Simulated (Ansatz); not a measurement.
Vibrations of Na (P6_3/mmc) by finite displacements

```
CELL_PARAMETERS angstrom
3.72449 0.00000 0.00000
-1.86225 3.22550 0.00000
0.00000 0.00000 6.05147
ATOMIC_POSITIONS crystal
Na 0.33333 0.66667 0.25000
Na 0.66667 0.33333 0.75000
```

Level of theory, where no other is named: PBEsol, all-electron LAPW in Ansatz 0.2.0, scalar-relativistic. k mesh 12×12×8, Fermi-Dirac smearing of 0.100 eV, basis error target 1 meV/atom. The cell was relaxed by PAW under this functional. This phase needn't be the one found at ambient conditions.

Atoms are displaced by 0.01 Å in the smallest supercells that hold the wave vectors of a 2×2×2 mesh. Negative values stand for unstable modes.

Question: What are the phonon energies at the solved wave vectors, in cm⁻¹?

Answer: 

```json
{"q": "0.000 0.000 0.000", "point": "Gamma", "modes (cm⁻¹)": "56.3 (×2), 133.8"}
{"q": "0.500 0.000 0.000", "point": "M", "modes (cm⁻¹)": "55.1, 71.5, 96.4, 112.0, 122.7, 125.9"}
{"q": "0.000 0.000 0.500", "point": "A", "modes (cm⁻¹)": "39.9 (×4), 95.4 (×2)"}
{"q": "0.500 0.000 0.500", "point": "L", "modes (cm⁻¹)": "79.1 (×2), 79.1 (×2), 132.0 (×2)"}
```

Question: Is the structure dynamically stable at these wave vectors?

Answer: Yes, no mode is unstable there; wave vectors off this mesh aren't tested.

Question: How do the optical zone-centre modes decompose, and which are active?

Answer: Point group 6/mmm: Γ_opt = E2g + B1g.

| label | cm⁻¹ | activity | mostly |
| --- | --- | --- | --- |
| E2g | 56.3 | Raman | Na (100 %) |
| B1g | 133.8 | silent | Na (100 %) |

Question: How well do frozen-core PAW files reproduce these all-electron values?

Answer: With a cutoff of 420 eV and displacements of 0.0025 Å, the r.m.s. difference over the modes is 0.0 cm⁻¹; the largest difference is 95.3 (PAW) against 95.4 cm⁻¹ (LAPW).

Question: The cell is scaled evenly to 71.244 and 74.152 Å³ (from 72.698), with free atoms relaxed and the shape held, so these aren't the values under hydrostatic pressure. What are the mode Grüneisen parameters γ = −d ln ω/d ln V?

Answer: For the highest mode, 137.9 cm⁻¹ in the small cell and 129.9 in the large one give γ ≈ 1.49. From the change of the dynamical matrix on each mode:

| point | cm⁻¹ | γ |
| --- | --- | --- |
| Gamma | 56.3 | 0.72 |
| Gamma | 133.8 | 1.50 |
| M | 55.1 | 0.72 |
| M | 71.5 | 1.12 |
| M | 96.4 | 0.98 |
| M | 112.0 | 1.26 |
| M | 122.7 | 1.35 |
| M | 125.9 | 1.51 |
| A | 39.9 | 0.71 |
| A | 95.4 | 1.41 |
| L | 79.1 | 0.90 |
| L | 79.1 | 0.92 |
| L | 132.0 | 1.49 |

Weighted by the modes' heat capacities at 300 K, the mean on this mesh is 1.09; it moves with the q mesh, and a coarse one overweights the zone boundary.

Known limits: responses of metals move with mesh and smearing; the frozen-core PAW files of the compared runs were fitted under PBE, their cores solved anew for this functional.
